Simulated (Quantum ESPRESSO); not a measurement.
```
CELL_PARAMETERS angstrom
      4.39433     0.00000     0.00000
      0.00000     4.39433     0.00000
      0.00000     0.00000     6.20573
ATOMIC_POSITIONS crystal
  Se 0.00000 0.00000 0.50000
  Sn 0.50000 0.50000 0.50000
  Te 0.50000 0.50000 0.00000
  Pb 0.00000 0.00000 0.00000
```

Cell and atoms were relaxed with PBEsol from Materials Project entry mp-1218887, within its symmetry.

Q: What does PBEsol (pw.x of Quantum ESPRESSO, ONCV potentials, with spin-orbit coupling) give for the electronic structure near the Fermi level?

A: Along the path the PBEsol gap is only about 0.01 eV, below what this setup resolves reliably; no G0W0 run was built on it. Semilocal functionals shrink small gaps, and the order of the bands at the edge may be inverted. 

The structure is a Materials Project entry; no match was found in the copy of COD used, and its stability was not checked.
